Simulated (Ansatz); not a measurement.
Mn₃IrN (Pm-3m): electronic heat capacity from the density of states

All numbers below come from Ansatz 0.2.0, DFT r2SCAN, scalar-relativistic, plane waves, PAW.

Settings: cutoff 500 eV, Γ-centred mesh 10×10×10 on the computed 5-atom cell, Gaussian smearing of 0.10 eV; collinear spin from starting moments 3.32 3.32 3.32 0.33 0 μB.

Relaxed cell: Pm-3m, a = 3.931 Å, b = 3.931 Å, c = 3.931 Å, α = 90.00°, β = 90.00°, γ = 90.00°, 5 atoms in the primitive cell. Whether it is the stable form of this composition wasn't checked.

The density of states at the Fermi level is 3.365 states/eV in the cell of 5 atoms (1 formula unit; both spins, tetrahedra on a 15×15×15 mesh). The run ends with a moment of 10.41 μB a cell (largest on a site 3.02 μB), and the figure is for this state; a paramagnetic sample can have a quite different one. Another magnetic order, if the compound takes it, can change N(E_F) and the shape of the cell a good deal, and may open a gap, where γ is close to zero.

Q: What Sommerfeld coefficient does this give?

A: Per formula unit N(E_F) = 3.365 states/eV. γ = (π²/3) k_B² N(E_F) N_A = 2.357 mJ/(mol K²) per state/eV, so γ = 7.9 mJ/(mol K²), a mole of formula units. This is the bare band result: a measured γ of the same phase and magnetic order is as a rule larger by a factor 1 + λ from phonons and spin fluctuations. N(E_F) at one energy is sensitive to the mesh where the density of states has sharp peaks.

The state reached may not be the lowest one. Spin-orbit coupling is left out, which matters for the bands of heavy elements. The run saw a state lower than the one given here. Moments started parallel, and an antiferromagnetic order may lie lower.

Only this magnetic start was tried.